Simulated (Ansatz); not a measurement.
This run works on a generated trial structure, not on a known crystal.

Input and command of a plane-wave DFT calculation in Ansatz:

```yaml
crystal:
  lattice:
    - [-1.5675852673, 1.5675852673, 9.1418065683]
    - [1.5675852673, -1.5675852673, 9.1418065683]
    - [1.5675852673, 1.5675852673, -9.1418065683]
  atoms:
    - { symbol: Cu, position: [0.069759757, 0.069759757, 0.0] }
    - { symbol: Cu, position: [0.5, 0.5, 0.0] }
    - { symbol: Cu, position: [0.930240243, 0.930240243, 0.0] }
    - { symbol: Sn, position: [0.6663964989, 0.6663964989, 0.0] }
    - { symbol: Sn, position: [0.3336035011, 0.3336035011, 0.0] }
basis:
  ecutwfc: 420
kpoints:
  mp_grid: { grid: [16, 16, 16] }
hamiltonian:
  xc: pbe
scf:
  occupations: { method: gaussian, width: 0.1 }
output:
  forces: true
  stress: true
  eigenvalues: true
  write_density: true
  write_potential: true
  elf: true
  volumetric_format: npy
relax:
  adjacent_minimum: "off"
  f_tol: 0.01
  max_steps: 80
  cell: { stress_tol: 0.05 }
```

```bash
ansatz run input.yaml --threads 1 --pin off --max-ram 2560MiB --backend cpu --events-out ev --progress --plain --runs-dir out
```

Processor: Intel(R) Xeon(R) Processor @ 2.50GHz (Skylake/Cascade Lake), 1 thread, on a host shared with other jobs.

Problem. Estimate time, memory and problem size.

Solution. About 19 min, peak memory 1.3 GiB. It solves 51 bands at 349 k points (after reduction by symmetry) with about 1771 plane waves (on the last cell), in 44 SCF iterations over 6 ionic steps.
